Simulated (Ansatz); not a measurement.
Geometry optimisation in Ansatz: input, command and trajectory.

```yaml
crystal:
  lattice:
    - [0.0, 6.5695889117, -6.5695889117]
    - [6.5695889117, 6.5695889117, 0.0]
    - [6.5695889117, 0.0, -6.5695889117]
  atoms:
    - { symbol: Si, position: [0.4209093648, 0.7522899387, 0.4265380963], spin: 0.2 }
    - { symbol: Si, position: [0.4166666667, 0.0833333333, 0.4166666667] }
    - { symbol: Si, position: [0.4166666667, 0.4166666667, 0.4166666667] }
    - { symbol: Si, position: [0.0833333333, 0.75, 0.4166666667] }
    - { symbol: Si, position: [0.0833333333, 0.0833333333, 0.4166666667] }
    - { symbol: Si, position: [0.0833333333, 0.4166666667, 0.4166666667] }
    - { symbol: Si, position: [0.75, 0.75, 0.4166666667] }
    - { symbol: Si, position: [0.75, 0.0833333333, 0.4166666667] }
    - { symbol: Si, position: [0.75, 0.4166666667, 0.4166666667] }
    - { symbol: Si, position: [0.4166666667, 0.75, 0.0833333333] }
    - { symbol: Si, position: [0.4166666667, 0.0833333333, 0.0833333333] }
    - { symbol: Si, position: [0.4166666667, 0.4166666667, 0.0833333333] }
    - { symbol: Si, position: [0.0833333333, 0.75, 0.0833333333] }
    - { symbol: Si, position: [0.0833333333, 0.0833333333, 0.0833333333] }
    - { symbol: Si, position: [0.0833333333, 0.4166666667, 0.0833333333] }
    - { symbol: Si, position: [0.75, 0.75, 0.0833333333] }
    - { symbol: Si, position: [0.75, 0.0833333333, 0.0833333333] }
    - { symbol: Si, position: [0.75, 0.4166666667, 0.0833333333] }
    - { symbol: Si, position: [0.413947725, 0.7566737662, 0.7417316115], spin: 0.2 }
    - { symbol: Si, position: [0.4166666667, 0.0833333333, 0.75] }
    - { symbol: Si, position: [0.4228305473, 0.4161774423, 0.7504126548], spin: 0.2 }
    - { symbol: Si, position: [0.0825969654, 0.7517277407, 0.7506971743], spin: 0.2 }
    - { symbol: Si, position: [0.0833333333, 0.0833333333, 0.75] }
    - { symbol: Si, position: [0.0833333333, 0.4166666667, 0.75] }
    - { symbol: Si, position: [0.75, 0.75, 0.75] }
    - { symbol: Si, position: [0.75, 0.0833333333, 0.75] }
    - { symbol: Si, position: [0.75, 0.4166666667, 0.75] }
    - { symbol: "N", position: [0.3413918723, 0.6679993461, 0.6565200506], spin: 0.2 }
    - { symbol: C, position: [0.3333333333, 1.0, 0.6666666667] }
    - { symbol: C, position: [0.3333333333, 0.3333333333, 0.6666666667] }
    - { symbol: C, position: [0.0, 0.6666666667, 0.6666666667] }
    - { symbol: C, position: [0.0, 0.0, 0.6666666667] }
    - { symbol: C, position: [0.0, 0.3333333333, 0.6666666667] }
    - { symbol: C, position: [0.6666666667, 0.6666666667, 0.6666666667] }
    - { symbol: C, position: [0.6666666667, 0.0, 0.6666666667] }
    - { symbol: C, position: [0.6666666667, 0.3333333333, 0.6666666667] }
    - { symbol: C, position: [0.3333333333, 0.6666666667, 0.3333333333] }
    - { symbol: C, position: [0.3333333333, 0.0, 0.3333333333] }
    - { symbol: C, position: [0.3333333333, 0.3333333333, 0.3333333333] }
    - { symbol: C, position: [0.0, 0.6666666667, 0.3333333333] }
    - { symbol: C, position: [0.0, 0.0, 0.3333333333] }
    - { symbol: C, position: [0.0, 0.3333333333, 0.3333333333] }
    - { symbol: C, position: [0.6666666667, 0.6666666667, 0.3333333333] }
    - { symbol: C, position: [0.6666666667, 0.0, 0.3333333333] }
    - { symbol: C, position: [0.6666666667, 0.3333333333, 0.3333333333] }
    - { symbol: C, position: [0.3333333333, 0.6666666667, 1.0] }
    - { symbol: C, position: [0.3333333333, 0.0, 1.0] }
    - { symbol: C, position: [0.3333333333, 0.3333333333, 1.0] }
    - { symbol: C, position: [0.0, 0.6666666667, 1.0] }
    - { symbol: C, position: [0.0, 0.0, 1.0] }
    - { symbol: C, position: [0.0, 0.3333333333, 1.0] }
    - { symbol: C, position: [0.6666666667, 0.6666666667, 1.0] }
    - { symbol: C, position: [0.6666666667, 0.0, 1.0] }
    - { symbol: C, position: [0.6666666667, 0.3333333333, 1.0] }
  host:
    lattice:
      - [0.0, 2.1898629706, 2.1898629706]
      - [2.1898629706, 0.0, 2.1898629706]
      - [2.1898629706, 2.1898629706, 0.0]
    atoms:
      - { symbol: Si, position: [0.75, 0.75, 0.75] }
      - { symbol: C, position: [0.0, 0.0, 0.0] }
basis:
  ecutwfc: 420
  xc_grid: 2
kpoints:
  mp_grid: { grid: [2, 2, 2], shift: [0.0, 0.0, 0.0] }
hamiltonian:
  xc: pbe
scf:
  occupations: { method: gaussian, width: 0.01 }
output:
  forces: true
  stress: false
  eigenvalues: true
  populations: true
  charged_corrections:
    defect_position: [0.33333333, 0.66666667, 0.66666667]
    epsilon: [[10.3879, 0.0, 0.0], [0.0, 10.3879, 0.0], [0.0, 0.0, 10.3879]]
  write_density: true
  write_potential: true
  elf: true
  volumetric_format: npy
magnetization:
  spin_polarized: true
relax:
  adjacent_minimum: "off"
  f_tol: 0.025
  max_steps: 45
```

```bash
ansatz run input.yaml --threads 8 --pin off --max-ram 20480MiB --backend cpu --events-out ev --progress --plain --runs-dir out
```

These are results of Ansatz 0.2.0, DFT PBE, scalar-relativistic, plane waves, PAW, not measurements.

The cell holds a point defect: N on a C site (a), neutral.

Of 4 frames 3 are shown, positions in Å and forces in eV/Å; the SCF threshold varies from step to step.

```xyz
54
Lattice="0.0000 6.5696 -6.5696 6.5696 6.5696 0.0000 6.5696 0.0000 -6.5696" Properties=species:S:1:pos:R:3:forces:R:3 pbc="T T T" step=1 free_energy_over_end_meV_per_atom=11.47
Si    7.7444    7.7074   -5.5674   -2.7906    0.5037    2.9906
Si    3.2848    3.2848   -5.4747    0.0534    0.4188    0.1669
Si    5.4747    5.4747   -5.4747    0.0236    0.1428    0.1323
Si    7.6645    5.4747   -3.2848   -0.1719    0.1801    0.0117
Si    3.2848    1.0949   -3.2848   -0.1106   -0.0013    0.2881
Si    5.4747    3.2848   -3.2848    0.0187    0.1096   -0.0091
Si    7.6645    9.8544   -7.6645   -0.0612    0.3246   -0.1548
Si    3.2848    5.4747   -7.6645   -0.0448    0.0976    0.0460
Si    5.4747    7.6645   -7.6645   -0.3219    0.0253    0.1181
Si    5.4747    7.6645   -3.2848    0.1489    0.2349   -0.1495
Si    1.0949    3.2848   -3.2848   -0.4799   -0.0771    0.0099
Si    3.2848    5.4747   -3.2848    0.1358    0.0699   -0.2015
Si    5.4747    5.4747   -1.0949    0.2189    0.0538   -0.1752
Si    1.0949    1.0949   -1.0949    0.0392   -0.0225   -0.0070
Si    3.2848    3.2848   -1.0949   -0.0644   -0.2147    0.0525
Si    5.4747    9.8544   -5.4747   -0.0183   -0.0971    0.4854
Si    1.0949    5.4747   -5.4747    0.0729    0.0705   -0.0514
Si    3.2848    7.6645   -5.4747    0.0082   -0.0231   -0.0315
Si    9.8439    7.6905   -7.5923    0.6964    0.2165   -2.2950
Si    5.4747    3.2848   -7.6645    0.1917    0.1076   -0.4315
Si    7.6640    5.5119   -7.7077   -0.7928   -1.5786    0.3166
Si    9.8703    5.4812   -5.4744    0.1406   -0.9254    0.7858
Si    5.4747    1.0949   -5.4747    0.3826    0.0177    0.0217
Si    7.6645    3.2848   -5.4747    0.0133   -0.0692   -0.0923
Si    9.8544    9.8544   -9.8544    0.3805   -0.0275   -0.0568
Si    5.4747    5.4747   -9.8544   -0.0293   -0.5234   -0.0081
Si    7.6645    7.6645   -9.8544    0.1205    0.1023   -0.2936
N     8.7015    6.6313   -6.5559    1.6220   -1.3694   -0.9686
C    10.9493    8.7595   -6.5696   -0.1208   -0.0806    0.5706
C     6.5696    4.3797   -6.5696    0.4800    0.5527   -0.1556
C     8.7595    4.3797   -4.3797   -0.0068    0.4239   -0.4187
C     4.3797    0.0000   -4.3797   -0.2794    0.2532   -0.3442
C     6.5696    2.1899   -4.3797   -0.0520   -0.0148    0.0342
C     8.7595    8.7595   -8.7595   -0.0727   -0.3540    0.5713
C     4.3797    4.3797   -8.7595   -0.0131    0.0280    0.0175
C     6.5696    6.5696   -8.7595    0.0973    0.4443   -0.0191
C     6.5696    6.5696   -4.3797    0.7634    0.2496   -0.7823
C     2.1899    2.1899   -4.3797    0.4131   -0.1506   -0.4530
C     4.3797    4.3797   -4.3797   -0.0262   -0.0700   -0.0094
C     6.5696    4.3797   -2.1899   -0.0009   -0.0649    0.0395
C     2.1899    0.0000   -2.1899    0.0527   -0.0080   -0.0593
C     4.3797    2.1899   -2.1899    0.0409    0.0125   -0.0434
C     6.5696    8.7595   -6.5696    0.2875   -0.0248   -0.4635
C     2.1899    4.3797   -6.5696    0.0018   -0.0942    0.0105
C     4.3797    6.5696   -6.5696    0.0568   -0.0007   -0.0577
C    10.9493    6.5696   -8.7595   -0.6764    0.0590    0.8471
C     6.5696    2.1899   -8.7595    0.0026    0.0244    0.0432
C     8.7595    4.3797   -8.7595    0.1929    0.5037    0.2991
C    10.9493    4.3797   -6.5696   -0.3647    0.4300   -0.2107
C     6.5696    0.0000   -6.5696   -0.1040   -0.0021    0.0390
C     8.7595    2.1899   -6.5696    0.0109    0.0740   -0.0014
C    10.9493    8.7595  -10.9493   -0.0306    0.0392   -0.0235
C     6.5696    4.3797  -10.9493    0.0185    0.0470   -0.0168
C     8.7595    6.5696  -10.9493   -0.0519   -0.0233    0.0869
54
Lattice="0.0000 6.5696 -6.5696 6.5696 6.5696 0.0000 6.5696 0.0000 -6.5696" Properties=species:S:1:pos:R:3:forces:R:3 pbc="T T T" step=3 free_energy_over_end_meV_per_atom=0.00
Si    7.6473    7.6856   -5.4579   -0.0174    0.0096    0.0172
Si    3.2850    3.2925   -5.4757   -0.0057    0.0020   -0.0047
Si    5.4710    5.4784   -5.4761   -0.0057    0.0051   -0.0029
Si    7.6654    5.4784   -3.2812    0.0063    0.0054    0.0002
Si    3.2847    1.0979   -3.2811   -0.0022   -0.0082   -0.0011
Si    5.4749    3.2886   -3.2856    0.0070   -0.0089   -0.0037
Si    7.6653    9.8619   -7.6651    0.0041    0.0047    0.0059
Si    3.2821    5.4804   -7.6622    0.0044    0.0065   -0.0045
Si    5.4706    7.6677   -7.6648   -0.0034   -0.0108   -0.0004
Si    5.4753    7.6754   -3.2858   -0.0058   -0.0174    0.0047
Si    1.0878    3.2877   -3.2857    0.0112    0.0030    0.0011
Si    3.2845    5.4784   -3.2900    0.0018    0.0066   -0.0002
Si    5.4796    5.4783   -1.0952   -0.0016    0.0096    0.0009
Si    1.0986    1.0946   -1.0926    0.0047   -0.0021   -0.0011
Si    3.2848    3.2835   -1.0952   -0.0067   -0.0010   -0.0005
Si    5.4749    9.8575   -5.4682    0.0023    0.0050   -0.0060
Si    1.0989    5.4805   -5.4789   -0.0040    0.0061    0.0024
Si    3.2822    7.6643   -5.4787   -0.0013   -0.0037   -0.0023
Si    9.8730    7.6866   -7.6835    0.0134    0.0006   -0.0028
Si    5.4758    3.2880   -7.6724   -0.0096    0.0018   -0.0029
Si    7.6467    5.4599   -7.6839   -0.0091   -0.0082   -0.0058
Si    9.8727    5.4601   -5.4577    0.0103   -0.0124    0.0124
Si    5.4800    1.0978   -5.4764   -0.0010   -0.0064    0.0058
Si    7.6656    3.2833   -5.4764    0.0027    0.0016    0.0018
Si    9.8618    9.8578   -9.8559    0.0016    0.0001    0.0088
Si    5.4751    5.4708   -9.8556   -0.0006    0.0074    0.0030
Si    7.6661    7.6672   -9.8598   -0.0079   -0.0018   -0.0046
N     8.7593    6.5727   -6.5699    0.0086    0.0067   -0.0139
C    10.9425    8.7554   -6.5662   -0.0057   -0.0065   -0.0089
C     6.5780    4.3908   -6.5667    0.0009   -0.0005   -0.0013
C     8.7557    4.3906   -4.3885    0.0061    0.0038   -0.0040
C     4.3724    0.0074   -4.3886    0.0002   -0.0037   -0.0008
C     6.5696    2.1939   -4.3799   -0.0034    0.0018    0.0015
C     8.7561    8.7553   -8.7527    0.0011   -0.0026   -0.0002
C     4.3788    4.3844   -8.7589   -0.0016   -0.0003    0.0020
C     6.5776    6.5772   -8.7529    0.0055   -0.0061    0.0033
C     6.5777    6.5689   -4.3883    0.0045    0.0071   -0.0029
C     2.1940    2.1853   -4.3882    0.0009    0.0000   -0.0033
C     4.3809    4.3828   -4.3800    0.0006   -0.0057    0.0035
C     6.5695    4.3825   -2.1913   -0.0046   -0.0038   -0.0022
C     2.1905    0.0030   -2.1911   -0.0003   -0.0017    0.0045
C     4.3807    2.1939   -2.1915    0.0026    0.0030    0.0010
C     6.5776    8.7552   -6.5743    0.0054   -0.0055    0.0012
C     2.1904    4.3821   -6.5705    0.0017    0.0041    0.0002
C     4.3806    6.5725   -6.5705   -0.0042    0.0029   -0.0024
C    10.9419    6.5693   -8.7524    0.0008    0.0000   -0.0015
C     6.5720    2.1909   -8.7583   -0.0025    0.0073   -0.0036
C     8.7637    4.3904   -8.7526   -0.0022    0.0027    0.0009
C    10.9421    4.3907   -6.5745   -0.0039    0.0017    0.0068
C     6.5700    0.0029   -6.5705    0.0029    0.0007    0.0013
C     8.7600    2.1931   -6.5706    0.0007   -0.0026    0.0010
C    10.9479    8.7607  -10.9520    0.0024    0.0045    0.0002
C     6.5719    4.3847  -10.9520   -0.0040   -0.0052    0.0000
C     8.7600    6.5725  -10.9500    0.0001    0.0019   -0.0029
54
Lattice="0.0000 6.5696 -6.5696 6.5696 6.5696 0.0000 6.5696 0.0000 -6.5696" Properties=species:S:1:pos:R:3:forces:R:3 pbc="T T T" step=4 free_energy_over_end_meV_per_atom=0.00
Si    7.6473    7.6856   -5.4579   -0.0178    0.0095    0.0177
Si    3.2850    3.2925   -5.4757   -0.0059    0.0017   -0.0048
Si    5.4710    5.4784   -5.4761   -0.0055    0.0052   -0.0030
Si    7.6654    5.4784   -3.2812    0.0063    0.0055    0.0000
Si    3.2847    1.0979   -3.2811   -0.0021   -0.0081   -0.0013
Si    5.4749    3.2886   -3.2856    0.0070   -0.0092   -0.0038
Si    7.6653    9.8619   -7.6651    0.0042    0.0043    0.0061
Si    3.2821    5.4804   -7.6622    0.0045    0.0063   -0.0046
Si    5.4706    7.6677   -7.6648   -0.0032   -0.0107   -0.0005
Si    5.4753    7.6754   -3.2858   -0.0058   -0.0173    0.0047
Si    1.0878    3.2877   -3.2857    0.0112    0.0030    0.0010
Si    3.2845    5.4784   -3.2900    0.0017    0.0067    0.0000
Si    5.4796    5.4783   -1.0952   -0.0017    0.0097    0.0011
Si    1.0986    1.0946   -1.0926    0.0046   -0.0021   -0.0011
Si    3.2848    3.2835   -1.0952   -0.0066   -0.0010   -0.0006
Si    5.4749    9.8575   -5.4682    0.0024    0.0051   -0.0060
Si    1.0989    5.4805   -5.4789   -0.0041    0.0060    0.0025
Si    3.2822    7.6643   -5.4787   -0.0013   -0.0037   -0.0023
Si    9.8730    7.6866   -7.6835    0.0131    0.0002   -0.0029
Si    5.4758    3.2880   -7.6724   -0.0097    0.0018   -0.0030
Si    7.6467    5.4599   -7.6839   -0.0088   -0.0081   -0.0054
Si    9.8727    5.4601   -5.4577    0.0100   -0.0119    0.0120
Si    5.4800    1.0978   -5.4764   -0.0011   -0.0064    0.0060
Si    7.6656    3.2833   -5.4764    0.0026    0.0016    0.0019
Si    9.8618    9.8578   -9.8559    0.0017    0.0001    0.0090
Si    5.4751    5.4708   -9.8556   -0.0006    0.0074    0.0029
Si    7.6661    7.6672   -9.8598   -0.0081   -0.0018   -0.0044
N     8.7593    6.5727   -6.5699    0.0090    0.0056   -0.0142
C    10.9425    8.7554   -6.5662   -0.0056   -0.0063   -0.0086
C     6.5780    4.3908   -6.5667    0.0016    0.0002   -0.0016
C     8.7557    4.3906   -4.3885    0.0060    0.0044   -0.0045
C     4.3724    0.0074   -4.3886    0.0000   -0.0036   -0.0011
C     6.5696    2.1939   -4.3799   -0.0034    0.0018    0.0016
C     8.7561    8.7553   -8.7527    0.0014   -0.0031    0.0001
C     4.3788    4.3844   -8.7589   -0.0015   -0.0003    0.0019
C     6.5776    6.5772   -8.7529    0.0053   -0.0058    0.0033
C     6.5777    6.5689   -4.3883    0.0052    0.0079   -0.0036
C     2.1940    2.1853   -4.3882    0.0007    0.0001   -0.0031
C     4.3809    4.3828   -4.3800    0.0007   -0.0058    0.0036
C     6.5695    4.3825   -2.1913   -0.0046   -0.0038   -0.0023
C     2.1905    0.0030   -2.1911   -0.0004   -0.0017    0.0043
C     4.3807    2.1939   -2.1915    0.0027    0.0030    0.0010
C     6.5776    8.7552   -6.5743    0.0051   -0.0053    0.0012
C     2.1904    4.3821   -6.5705    0.0017    0.0037    0.0002
C     4.3806    6.5725   -6.5705   -0.0040    0.0029   -0.0024
C    10.9419    6.5693   -8.7524    0.0000    0.0004   -0.0009
C     6.5720    2.1909   -8.7583   -0.0024    0.0074   -0.0036
C     8.7637    4.3904   -8.7526   -0.0022    0.0030    0.0013
C    10.9421    4.3907   -6.5745   -0.0043    0.0023    0.0067
C     6.5700    0.0029   -6.5705    0.0028    0.0007    0.0013
C     8.7600    2.1931   -6.5706    0.0007   -0.0026    0.0009
C    10.9479    8.7607  -10.9520    0.0023    0.0045    0.0002
C     6.5719    4.3847  -10.9520   -0.0041   -0.0051    0.0000
C     8.7600    6.5725  -10.9500    0.0002    0.0019   -0.0028
```

Time: 2 min on 8 threads of Intel(R) Xeon(R) Processor @ 2.50GHz (Skylake/Cascade Lake), with other jobs on the host, peak memory 4.2 GiB.